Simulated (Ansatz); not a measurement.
Ta2O5 in space group Pbam (No. 55; Ta on 4g, O on 4h, O on 2a, O on 4g), DFT-PBEsol in the program Ansatz with PAW potentials. The conduction-band minimum lies at Z, with 1 equivalent valley. Second derivatives d²E/dk² of the lowest band at one valley (eV·Å²), along Cartesian directions:

```tsv
direction	d²E/dk²
[100]	12.32
[010]	25.86
[001]	0.5645
[110]	19.08
[101]	6.442
[011]	13.22
```

Q: Find the principal effective masses, the density-of-states mass and the conductivity mass.

A: Off-diagonal terms follow from H_xy = H[110] − (H_xx + H_yy)/2, and m*/mₑ = 7.620 eV·Å² over each eigenvalue: 0.29, 0.62, 13. One valley's DOS mass (m₁m₂m₃)^(1/3) = 1.3, conductivity mass 3/(Σ 1/mᵢ) = 0.59 mₑ.

Q: What effective density of states Nc follows at 300 K for parabolic valleys?

A: Nc = 2.509e19 × 1 × (1.3)^(3/2) ≈ 3.7e19 cm⁻³.

Q: With the computed static dielectric constant 54.7 (mean of the diagonal), estimate a hydrogenic donor's binding energy and radius.

A: E = 13.606 eV × 0.59/54.7² ≈ 2.7 meV; a = 0.529 Å × ε/m* ≈ 49 Å. Semilocal masses tend to be too small when the gap is underestimated.

The first step of the workflow began from a Materials Project structure, measured or hypothetical; the Crystallography Open Database copy checked does not list it. COD files the formula under space group No. 49. Its standing as an ambient phase is unchecked. The cell was relaxed with PBEsol under the symmetry of its start; whether a distortion lowers the energy is not shown. No spin polarisation was allowed. Scalar-relativistic: spin–orbit coupling is off unless named, which matters more the heavier the elements.

Potentials: the later of the program's two PAW sets.
